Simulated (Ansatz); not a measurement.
Given:

Si2Ni:
```xyz
3
Lattice="4.2225 0.0000 0.0000 -2.1113 3.6568 0.0000 0.0000 0.0000 2.4677" Properties=species:S:1:pos:R:3 pbc="T T T"
Ni     0.0000     0.0000     0.0000
Si     0.0000     2.4379     1.2339
Si     2.1113     1.2189     1.2339
```

This is the PBEsol-relaxed structure. Tensor components refer to the Cartesian frame of this cell.

Problem. All from DFT-PBEsol in the program Ansatz with PAW potentials, unless another level is named. Predict the highest zone-centre frequency.

Solution. 341 cm⁻¹.

Problem. And the bulk modulus (Birch–Murnaghan fit)?

Solution. 147 GPa.

Problem. What about the elastic constants (relaxed ions, GPa)?

Solution. C11 = 130, C12 = 220, C13 = 78.8, C33 = 317, C44 = -62.8.

Space group P6/mmm. A made-up cell: these elements were put on the sites of a structure type; neither database checked (COD, Materials Project) lists it. It is not the phase usual at ambient conditions (space group No. 225). Symmetry was held in the PBEsol relaxation. At this level the phase is dynamically unstable (imaginary phonons). The workflow began spin-polarised and lost its moments. As this level gives no gap, shear constants depend on the k-mesh and smearing (Fermi–Dirac, 0.1 eV here). As this level gives no gap, phonon frequencies hold no LO–TO term and depend on the k-mesh and smearing (Fermi–Dirac, 0.1 eV here). On the denser mesh and wider smearing of the elastic run this cell carries a stress of 0.8 GPa.

Potentials: the later of the program's two PAW sets.
